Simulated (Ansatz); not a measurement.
InSe:
```xyz
8
Lattice="4.0283 0.0000 0.0000 -2.0141 3.4886 0.0000 0.0000 0.0000 16.9894" Properties=species:S:1:pos:R:3 pbc="T T T"
In     0.0000     0.0000     9.8893
In     0.0000     0.0000     7.1001
In     0.0000     2.3257    15.5949
In     0.0000     2.3257     1.3945
Se     2.0141     1.1629    14.3331
Se     2.0141     1.1629     2.6563
Se     0.0000     2.3257    11.1508
Se     0.0000     2.3257     5.8386
```

Relaxed with r²SCAN+D4. Special points in fractions of this cell's reciprocal vectors: Γ (0.000, 0.000, 0.000); M (0.500, 0.000, 0.000); K (0.333, 0.333, 0.000); A (0.000, 0.000, 0.500); L (0.500, 0.000, 0.500); H (0.333, 0.333, 0.500).

Task: List the band energies nearest the valence-band maximum at these points for plane-wave PAW r²SCAN+D4 with spin–orbit coupling (Ansatz code).

Result: In eV from the valence-band maximum; about four levels below and three above (degenerate sets whole), none deeper than 8.9 eV; points with the same levels are listed once.

```json
[
 {"k": "Γ", "below": "-1.10 -1.10 0.00 0.00", "above": "0.83 0.83 1.92 1.92"},
 {"k": "M", "below": "-1.81 -1.81 -1.59 -1.59", "above": "1.63 1.63 1.73 1.73"},
 {"k": "K", "below": "-1.96 -1.86 -1.83 -1.75", "above": "2.02 2.04 2.05 2.06"},
 {"k": "A", "below": "-0.78 -0.78 -0.75 -0.75", "above": "1.46 1.46 1.51 1.51"},
 {"k": "L", "below": "-1.70 -1.70 -1.58 -1.58", "above": "1.54 1.54 1.61 1.61"},
 {"k": "H", "below": "-1.95 -1.86 -1.70 -1.64", "above": "1.91 1.95 2.09"}
]
```

Space group P-6m2. The workflow started from a Materials Project entry (that database holds measured and hypothetical structures alike); the Crystallography Open Database copy checked does not list it. It is not the phase usual at ambient conditions (space group No. 194). The cell was relaxed with r²SCAN+D4 under the symmetry of its start; its stability against distortions is not shown here.

Potentials: the later of the program's two PAW sets.
